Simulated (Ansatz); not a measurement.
**Compressing CdPd: a fit and a missing row**

CdPd, P4/mmm, a = 3.038 Å, c = 3.661 Å. The structure is a COD entry; whether it is the stable form wasn't checked. Ansatz: r2SCAN, PAW, 500 eV, Γ-centred 14×14×12 mesh on 2 atoms, Gaussian smearing 0.10 eV; no spin polarisation. Shape and atoms are relaxed at each volume; pressure is positive in compression.

| V (Å³/atom) | P (GPa) |
| --- | --- |
| 14.871 | ? |
| 15.377 | 15.52 |
| 15.884 | 9.33 |
| 16.391 | 4.23 |
| 16.898 | 0.01 |
| 17.405 | -3.46 |
| 17.912 | -6.32 |
| 18.588 | -9.33 |

Task: Take V0 = 16.898 Å³/atom, count pressures from its P0 = 0.01 GPa, fit the third-order Birch–Murnaghan form to the other rows, and predict the missing pressure.

Result: With the Eulerian strain f = ½[(V0/V)^(2/3) − 1] and y = (P − P0)/[3f(1 + 2f)^(5/2)], the form is the line y = B0 + 1.5 B0 (B0′ − 4) f. Rows (f, y): 0.03245, 136.1; 0.02106, 133.1; 0.01026, 130.3; -0.00976, 124.5; -0.01905, 122.1; -0.03079, 118.5. Means f = 0.0006950, y = 127.43; Σ(Δf)² = 0.003005, ΣΔfΔy = 0.8353; the slope is their ratio. y = 127.2 + 278.0 f GPa, so B0 = 127.2 GPa and B0′ = 4 + 2 × (278.0)/(3 × 127.2) = 5.46. At V = 14.871, f = 0.04446, y = 139.56 and P = 23.04 GPa. The run gave 23.03 GPa, so the fit is 0.01 GPa too high, within twice the rms miss on the fitted rows (0.007 GPa).

Cost: 8 runs of about 9.2 core-minutes in all, on Arm Neoverse V1 (shared hosts).